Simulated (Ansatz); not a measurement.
Cs2GeF6:
```cif
data_Cs8F24Ge4
_chemical_formula_sum 'Cs8 Ge4 F24'
_space_group_name_H-M_alt 'Fm-3m'
_space_group_IT_number 225
_space_group_name_Hall '-F 4 2 3'
_cell_length_a 8.95408
_cell_length_b 8.95408
_cell_length_c 8.95408
_cell_angle_alpha 90.000
_cell_angle_beta 90.000
_cell_angle_gamma 90.000
loop_
_atom_site_label
_atom_site_type_symbol
_atom_site_symmetry_multiplicity
_atom_site_Wyckoff_symbol
_atom_site_fract_x
_atom_site_fract_y
_atom_site_fract_z
_atom_site_occupancy
Cs1 Cs 8 c 0.25000 0.25000 0.25000 1
Ge1 Ge 4 a 0.00000 0.00000 0.00000 1
F1 F 24 e 0.00000 0.00000 0.20310 1
```
(The calculation used a cell of 9 atoms; values per cell refer to that cell.)

Relaxed with PBEsol.

Q: Tabulate the valence density and the electron localisation function along the shortest Ge–F contact (1.82 Å), PBEsol in the plane-wave PAW code Ansatz.

A: 

```csv
distance from Ge (Å),density (e/Å³),ELF
0.18,38.99,0.00
0.27,24.50,0.00
0.36,13.22,0.02
0.45,6.50,0.05
0.55,3.16,0.11
0.64,1.68,0.18
0.73,1.08,0.25
0.82,0.86,0.30
0.91,0.85,0.40
1.00,1.02,0.55
1.09,1.34,0.69
1.18,1.92,0.76
1.27,2.93,0.77
1.36,4.51,0.74
1.45,6.58,0.67
1.55,8.94,0.58
1.64,11.29,0.48
```

The density is the valence pseudo-density with augmentation charge, so density and ELF within about 1 Å of a nucleus are not all-electron values.

The first step of the workflow began from a Materials Project structure, measured or hypothetical; the Crystallography Open Database files this formula in space group No. 225, but the cells were not matched. Whether it is the stable phase at ambient conditions was not checked. The PBEsol relaxation kept the symmetry of its start; its stability against distortions is not shown here. Scalar-relativistic: spin–orbit coupling is off unless named, which matters more the heavier the elements.

Potentials: the later of the program's two PAW sets.
